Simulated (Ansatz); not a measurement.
input.yaml (Ansatz)

```yaml
crystal:
  lattice:
    - [2.9714946025, 0.0, 0.0]
    - [0.0, 2.9714946025, 0.0]
    - [0.0, 0.0, 2.9714946025]
  atoms:
    - { symbol: In, position: [0.0, 0.0, 0.0] }
hamiltonian:
  xc: lda
  pseudopotentials:
    kind: paw_fr
    azcp:
      In: "pseudopotentials/In.paw.azcp"
basis:
  ecutwfc: 420
  fft_grid_basis: typed
kpoints:
  mp_grid: { grid: [11, 11, 11], shift: [0, 0, 0] }
magnetization:
  noncollinear: true
  spin_orbit: true
scf:
  occupations: { method: fermi_dirac, width: 0.1 }
```

Output

```
Warning: the record states the generating functional pbe (its physics header spells it `PBE`), which answers neither for hamiltonian.xc's functional nor for the lda family's — results may be inconsistent (PPs are generated against a specific XC)
Engine: ansatz 0.2.0, aarch64-unknown-linux-gnu
Pseudopotentials: kind: paw_fr
Pseudopotential: In, paw_fr, valence charge 13, recommended cutoff 420 eV (normal) 
Functional definition: SPW92
  exchange = slater_x
  correlation = pw_c
non-collinear run that drives no moment, with spin-orbit: no starting moment large enough to seed its density (crystal.atoms[].spin), no starting occupations that ask for one, no magnetisation constraint and no magnetic field, so the semilocal B_xc is pinned to zero
Crystal: 1 atoms, lattice volume = 26.238 Å³
Basis set: ecut = 420 eV, 485 PW (Γ)
Bands: 22, of which v1, the nominal top of the filled ones, is band 13 counted from 1 (12 counted from 0)
Symmetry: 48 space group operations + 48 with time reversal
Magnetic group: BNS 221.93 (UNI 1595), of the structure as read, at distance tolerance 3.0e-5 Å
k-points: 56 of 1331
Projection manifold: j_resolved (fully-relativistic pseudo-atomic orbitals)
Non-local potential: In, projectors of the file, l = 0: 2, l = 1: 4, l = 2: 4, l = 3: 4
PAW form: soft (Blöchl's): semilocal exchange-correlation on the pseudo side does not see the compensation charge
PAW frozen core: In, regenerated for the run's functional, and the local potential with it (the file was generated under x = pbe(κ = 0.804, μ = 0.2195149727645171), c = pbe(β = 0.06672455060314922))
PAW one-centre angular grid: In, 590 points (default); XC on 64 Gauss nodes
Initial density: superposition of atomic densities (chi_scale 0.1, normalization cell)
Initial wavefunctions: pseudopotential atomic-orbital guess
Functional: x = slater, c = lda
SCF iter   1: F=—  HF=-5458.989555 eV  |F-HF|=—  |Δ(HF+E_count)|=         —  Δρ=1.94e-2  dr2=1.09e-1  dr2_m=0.00e0 (ungated)  ethr=3.10e-3  |M|=0.00e0 ∫|m|=0.00e0 μB  |m|>n=0.0e0 m-floor=0.0e0 τ_xc=0.0e0  β_m=0.30  ⟨swp⟩=8.4  Hψ=3925  notcnv=0  defer=14
SCF iter   2: F=—  HF=-5458.957787 eV  |F-HF|=—  |Δ(HF+E_count)|=   3.18e-2  Δρ=1.37e-2  dr2=5.45e-2  dr2_m=0.00e0 (ungated)  ethr=8.41e-4  |M|=0.00e0 ∫|m|=0.00e0 μB  |m|>n=0.0e0 m-floor=0.0e0 τ_xc=0.0e0  β_m=0.60  ⟨swp⟩=2.0  Hψ=993  notcnv=0  defer=170
SCF iter   3: F=—  HF=-5458.939100 eV  |F-HF|=—  |Δ(HF+E_count)|=   1.87e-2  Δρ=3.71e-3  dr2=1.48e-3  dr2_m=0.00e0 (ungated)  ethr=4.19e-4  |M|=0.00e0 ∫|m|=0.00e0 μB  |m|>n=0.0e0 m-floor=0.0e0 τ_xc=0.0e0  β_m=0.76  ⟨swp⟩=2.0  Hψ=1055  notcnv=0  defer=170
SCF iter   4: F=—  HF=-5458.939033 eV  |F-HF|=—  |Δ(HF+E_count)|=   6.68e-5  Δρ=1.26e-3  dr2=4.71e-4  dr2_m=0.00e0 (ungated)  ethr=1.14e-5  |M|=0.00e0 ∫|m|=0.00e0 μB  |m|>n=0.0e0 m-floor=0.0e0 τ_xc=0.0e0  β_m=0.67  ⟨swp⟩=2.0  Hψ=984  notcnv=0  defer=170
SCF iter   5: F=—  HF=-5458.938817 eV  |F-HF|=—  |Δ(HF+E_count)|=   2.15e-4  Δρ=3.01e-4  dr2=2.66e-5  dr2_m=0.00e0 (ungated)  ethr=3.62e-6  |M|=0.00e0 ∫|m|=0.00e0 μB  |m|>n=0.0e0 m-floor=0.0e0 τ_xc=0.0e0  β_m=0.84  ⟨swp⟩=2.1  Hψ=820  notcnv=0  defer=170
SCF iter   6: F=—  HF=-5458.938803 eV  |F-HF|=—  |Δ(HF+E_count)|=   1.45e-5  Δρ=3.36e-5  dr2=3.62e-7  dr2_m=0.00e0 (ungated)  ethr=2.05e-7  |M|=0.00e0 ∫|m|=0.00e0 μB  |m|>n=0.0e0 m-floor=0.0e0 τ_xc=0.0e0  β_m=0.87  ⟨swp⟩=2.0  Hψ=829  notcnv=0  defer=170
SCF iter   7: F=-5458.938803 eV  HF=-5458.938803 eV  |F-HF|=1.26e-9  |Δ(HF+E_count)|=   1.65e-7  Δρ=2.31e-6  dr2=1.33e-9  dr2_m=0.00e0 (ungated)  ethr=7.69e-10  |M|=0.00e0 ∫|m|=0.00e0 μB  |m|>n=0.0e0 m-floor=0.0e0 τ_xc=0.0e0  ⟨swp⟩=2.9  Hψ=1322  notcnv=0
SCF 1 converged in 7 iterations: F = -5458.938803 eV  dr2 = 1.33e-9
SCF converged after 7 iterations
Magnetization: |M| = 0.0000 μB,  M = (+0.0000, +0.0000, +0.0000) μB
Absolute magnetization: 0.0000 μB (∫|m|)
  site 0: m = (+0.0000, +0.0000, +0.0000) μB, |m| = 0.0000 μB  (R = 1.23 Å)
Free energy (F): -5458.938803 eV
Harris-Foulkes:  -5458.938803 eV  (|F-HF|=1.26e-9)
Internal energy: -5458.920076 eV  (E = F + TS)
E sigma→0 (E₀):  -5458.929439 eV
Entropy (-TS):   -0.018727 eV (-18.727 meV/atom)
Fermi energy:    9.622610 eV
--- Per-component energies (eV) ---
  E_band       = -30.631458
  E_kinetic    = 243.208371
  E_local      = -1119.146404  (includes V_loc(G=0)·N_el)
  E_nonlocal   = 369.116442
  E_hartree    = 439.050934
  E_xc         = -214.423708
  E_vxc        = -102.023332  (∫ρ·V_xc dr)
  E_paw        = -4015.198168  (= ΣΔE_a)
  E_vpaw       = -299.889966  (= ΣTr[D̂ρ^β])
  E_aug_tail   = 0.000025  (compensation charges beyond the density's cutoff)
  E_ewald      = -1161.818895
  E_core_change = 0.291326  (= ΣΔE_core)
  E_smearing   = -0.018727  (= −TS)
  E_closure    = -0.000000  (closes the sum)
  Σ components = -5458.938803   (vs F -5458.938803, Δ=0.00e0)
```
